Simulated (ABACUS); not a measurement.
Input and output of a self-consistent single point for Si (Fd-3m, 2 atoms in the cell; from Materials Project mp-149, changed as shown) (ABACUS).

Computed with ABACUS 3.10.1 with LDA (PW92), numerical atomic orbitals DZP (confined pseudo-atomic orbitals with Gaussian additions; energy shift 0.01 Ry), PseudoDojo 0.4 standard norm-conserving LDA (tails mended) pseudopotentials.

The change in words: volume scaled by 0.96. Reference geometry (Fd-3m):
```
CELL_PARAMETERS angstrom
      0.00000     2.72185     2.72185
      2.72185     0.00000     2.72185
      2.72185     2.72185     0.00000
ATOMIC_POSITIONS crystal
  Si 0.25000 0.25000 0.25000
  Si 0.00000 0.00000 0.00000
```

Reference input (self-consistent single point, DFT, LDA (PW92), numerical atomic orbitals DZP (confined pseudo-atomic orbitals with Gaussian additions; energy shift 0.01 Ry), PseudoDojo 0.4 standard norm-conserving LDA (tails mended) pseudopotentials): basis = DZP numerical atomic orbitals, energy shift 0.01 Ry; KPT = Gamma 8 8 8 0 0 0; basis_type = lcao; dft_functional = PWLDA; ecutwfc = 100 Ry; smearing_method = gaussian; smearing_sigma = 0.000734986 Ry; potentials = PseudoDojo 0.4 standard norm-conserving LDA (tails mended); symmetry = 1; symmetry_prec = 1e-05; ks_solver = genelpa; scf_nmax = 100. This run's input differs from it in these lines:

```diff
@@ -31,5 +31,5 @@
 LATTICE_VECTORS
-   0.0000000000    2.7218500000    2.7218500000
-   2.7218500000    0.0000000000    2.7218500000
-   2.7218500000    2.7218500000    0.0000000000
+   0.0000000000    2.6850640000    2.6850640000
+   2.6850640000    0.0000000000    2.6850640000
+   2.6850640000    2.6850640000    0.0000000000
 
@@ -41,3 +41,3 @@
 2
-   2.5717755262    2.5717755262    2.5717755262
+   2.5370177935    2.5370177935    2.5370177935
    0.0000000000    0.0000000000    0.0000000000
```

The program printed (abridged):

```
 SELF-CONSISTENT
 -------------------------------------------

                  longest orb rcut (Bohr) = 6.9
   longest nonlocal projector rcut (Bohr) = 1.94
                     search radius (Bohr) = 17.7

                          real space grid = [ 45, 45, 45 ]
                                 init_chg = atomic

 LCAO ALGORITHM --------------- ION=   1  ELEC=   1--------------------------------

 Density error is 0.149135518158
 E_KohnSham     -17.0297276738       -231.7013317522
 E_Fermi        0.4479519330         6.0946987192

 LCAO ALGORITHM --------------- ION=   1  ELEC=   2--------------------------------

   [... lines left out ...]
 E_Fermi        0.4838784870         6.5835045632

   [... 3 blocks of this kind left out ...]

 LCAO ALGORITHM --------------- ION=   1  ELEC=   6--------------------------------

 Density error is 2.10951711807e-06
 E_KohnSham     -17.0316226199       -231.7271138170
 E_Fermi        0.4880926751         6.6408415336

 LCAO ALGORITHM --------------- ION=   1  ELEC=   7--------------------------------

 Density error is 1.52041789199e-08
 E_KohnSham     -17.0316226200       -231.7271138170
 E_KS(sigma->0) -17.0316226200       -231.7271138170
 E_entropy(-TS) -0.0000000000        -0.0000000000
 E_Fermi        0.4880931279         6.6408476947
 charge density convergence is achieved
 final etot is -231.72711382 eV
 EFERMI = 6.6408476947 eV

 STATE ENERGY(eV) AND OCCUPATIONS    NSPIN == 1
   [... 11 lines left out ...]

 TOTAL-FORCE (eV/Angstrom)
                       Si1         0.0000000000         0.0000000000         0.0000000000
                       Si2         0.0000000000         0.0000000000         0.0000000000

 TOTAL-STRESS (KBAR)
        19.7750951757         0.0000000000         0.0000000000
         0.0000000000        19.7750951757        -0.0000000000
         0.0000000000        -0.0000000000        19.7750951757
 TOTAL-PRESSURE: 19.775095 KBAR

 --------------------------------------------
 !FINAL_ETOT_IS -231.7271138170174538 eV
 --------------------------------------------
```

The run converged in 7 iterations. Against the reference run the free energy is nearly the same (within 1 meV/atom), the pressure goes from -1.97 to 1.98 GPa and the gap on the mesh goes from 0.511 to 0.443 eV.

The atom-centred basis is finite, which shifts total energies, pressures and gaps against plane waves. The structure comes from a collection of computed structures, made at another level of theory; the collection holds predicted forms beside known ones.

The atomic orbitals were generated for these runs; they are not ABACUS's published sets and were checked against plane waves on a few crystals only.

“Tails mended”: in these copies of the files the far tail of each local potential was reset to the Coulomb form.
